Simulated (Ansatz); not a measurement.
## Levels of theory for KScS2 (ordering on rocksalt)

All numbers come from Ansatz 0.2.0. Simulation only: spin-unpolarised, and no claim that this is the phase found in nature.

The cell is KScS2 as one 4-atom ordering (P4/mmm) on the rocksalt lattice; cell and atoms were relaxed with r2SCAN. It is tetragonal, P4/mmm (No. 123); a = 4.035 Å, c = 5.465 Å in the conventional setting, 22.25 Å³ an atom. K has 6 S at 2.73–2.85 Å; S has 2 K at 2.73 Å and 4 Sc at 2.85 Å; Sc has 6 S at 2.73–2.85 Å; S has 2 Sc at 2.73 Å and 4 K at 2.85 Å.

```cif
data_structure
_symmetry_space_group_name_H-M 'P4/mmm'
_symmetry_Int_Tables_number 123
_cell_length_a 4.0353
_cell_length_b 4.0353
_cell_length_c 5.4655
_cell_angle_alpha 90.000
_cell_angle_beta 90.000
_cell_angle_gamma 90.000
_cell_volume 89.00
loop_
_atom_site_label
_atom_site_type_symbol
_atom_site_symmetry_multiplicity
_atom_site_Wyckoff_symbol
_atom_site_fract_x
_atom_site_fract_y
_atom_site_fract_z
_atom_site_occupancy
K1 K 1 a 0.00000 0.00000 0.00000 1
S1 S 1 b 0.00000 0.00000 0.50000 1
Sc1 Sc 1 d 0.50000 0.50000 0.50000 1
S2 S 1 c 0.50000 0.50000 0.00000 1
```

Relaxed lattice by functional, symmetry kept:
```json
{"functional": "PBE", "k mesh": "6×6×4", "a (Å)": "4.051", "c (Å)": "5.482", "volume (Å³/atom)": "22.49"}
{"functional": "r2SCAN", "k mesh": "6×6×4", "a (Å)": "4.035", "c (Å)": "5.465", "volume (Å³/atom)": "22.25"}
{"functional": "PBEsol", "k mesh": "6×6×4", "a (Å)": "3.979", "c (Å)": "5.416", "volume (Å³/atom)": "21.44"}
{"functional": "LDA", "k mesh": "6×6×4", "a (Å)": "3.926", "c (Å)": "5.364", "volume (Å³/atom)": "20.67"}
{"functional": "HSE06", "k mesh": "4×4×4", "a (Å)": "4.033", "c (Å)": "5.440", "volume (Å³/atom)": "22.13"}
```

Band edges at fixed r2SCAN geometry:

| level | k mesh | gap (eV) | kind | edges | least direct gap (eV) | rough cost |
| --- | --- | --- | --- | --- | --- | --- |
| LDA | 6×6×6 | none (overlap 0.01) | – | – | – | 4 core-seconds |
| PBE | 6×6×6 | 0.05 | direct | Γ | 0.05 | 5 core-seconds |
| r2SCAN | 6×6×6 | 0.26 | direct | Γ | 0.26 | 8 core-seconds |
| HSE06 | 4×4×4 | 0.86 | direct | Γ | 0.86 | 90 core-seconds |
| PBE0 | 4×4×4 | 1.55 | direct | Γ | 1.55 | 90 core-seconds |

LDA, PBE, r2SCAN, HSE06: smearing of 0.02 eV; the others have fixed occupations.
Wave cutoffs: 420 eV, 500 eV (r2SCAN). Gaps under 0.1 eV (PBE) can't be told from a closed one: the bands may be in normal order or already inverted, which a gap's size doesn't show.
Costs come from shared machines and give only the order; PBE's includes the band path. The runs had 2 threads of Intel(R) Xeon(R) Platinum 8375C CPU @ 2.90GHz (Ice Lake), on a shared host.

With HSE06 the gap is 0.86 eV and direct, at Γ. With r2SCAN, at Γ the top three valence levels group as 2+1 from the top, spread over 426 meV.

The levels disagree on the kind of gap: direct with PBE, r2SCAN, HSE06, PBE0; no gap with LDA.

Where bands overlap the cell is a metal at that level, and these k meshes limit energies, forces and stress. Overlaps of a few tenths of an eV in semilocal functionals can be an artefact that a hybrid or GW lifts.

The meshes of the hybrids are coarse, so their gaps aren't converged to the digits shown.

The splittings at Γ are without spin-orbit coupling, which regroups them where it is of like size or larger.
